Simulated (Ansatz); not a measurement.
Mg$_{2}$GeN$_{3}$: phonons across the zone

All numbers below come from Ansatz 0.2.0, DFT PBE, scalar-relativistic, plane waves, PAW. Cutoff 420 eV, 12×12×4 k-points (Γ-centred), Gaussian smearing of 0.10 eV. No spin polarisation. Phonons by linear response, acoustic sum rule imposed.

The cell, relaxed at this level:
```
CELL_PARAMETERS angstrom
3.00321 0.00000 0.00000
-1.50161 2.60086 0.00000
0.00000 0.00000 7.72851
ATOMIC_POSITIONS crystal
Mg 0.33333 0.66667 0.66750
Mg 0.66667 0.33333 0.33250
Ge 0.00000 0.00000 0.00000
N 0.33333 0.66667 0.14381
N 0.66667 0.33333 0.85619
N 0.00000 0.00000 0.50000
```

It was reached by relaxing an invented guess, and it needn't be the stable form of this composition. In a metal, frequencies and elastic constants depend on the k mesh and the smearing, soft modes and shear constants most. The q mesh is coarse, so values between its points are rough.

Force constants from linear response on a 3×3×1 q mesh.

Question: Is the structure dynamically stable on this mesh?

Answer: Yes, on this mesh: no mode is imaginary.

Question: Give the frequencies (cm⁻¹; i marks imaginary ones) at the irreducible q points, in fractions of the reciprocal vectors.

Answer:
```tsv
q	star	frequencies
0.000 0.000 0.000	1	0 0 0 140 140 216 216 287 304 318 318 345 345 412 412 428 591 606
0.000 0.333 0.000	6	153 160 201 230 247 253 284 323 339 348 400 407 439 448 479 524 583 588
0.333 0.333 0.000	2	171 233 233 274 274 311 315 315 326 421 421 433 470 470 510 552 576 576
```
